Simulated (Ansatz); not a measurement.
The elements of this relaxed trial crystal are hidden behind letters.

```
lattice vectors (Å)
   6.7689    0.0000    0.0000
   0.0000    6.7689    0.0000
   0.0000    0.0000    6.7689
fractional positions
X 0.5000 0.0000 0.5000
X 0.5000 0.5000 0.0000
X 0.0000 0.5000 0.5000
Z 0.0000 0.0000 0.0000
Q 0.5000 0.5000 0.5000
```

Theory: DFT PBE, scalar-relativistic, plane waves, PAW (Ansatz 0.2.0). Settings of the last relaxation (5-atom cell): 420 eV, 6×6×6 k points, Gaussian smearing of 0.10 eV, no spin polarisation.

```
Space group                              : Pm-3m (No. 221)
Conventional cell                        : a = 6.769 Å
Volume per atom                          : 62.03 Å³
Density                                  : 2.03 g/cm³
Energy over the elements                 : −0.61 eV/atom
Gap on the 6×6×6 mesh of the 5-atom cell : 0 eV (a metal)
```

Energies are uncorrected and count from the elements' standard states at the same level.

Question: X is an s-block element of period 5, Z is an s-block element of period 5 and Q is a p-block element of period 3. Which elements are they?

Answer: X = Rb, Z = Sr, Q = Cl, so the formula is Rb3SrCl, here in the antiperovskite type. Density times volume gives a mean mass of 2.03 × 62.03/1.6605 = 75.8 u per atom, and this set has 75.9 u. Rb is surrounded by 2 Cl at 3.38 Å, 4 Sr at 4.79 Å and 8 Rb at 4.79 Å; Sr is surrounded by 12 Rb at 4.79 Å; around Cl lie 6 Rb at 3.38 Å. Other sets within the hints have nearly the same mass, so mass alone doesn't settle it; this one was computed.

The end has R-3m (No. 166) at a tolerance of 0.01 Å; the cell shown is made exact in the group found at 0.05 Å. The cell is a metal run without spin; a magnetic state may lie lower. A structure relaxed within its symmetry needn't be a true minimum.
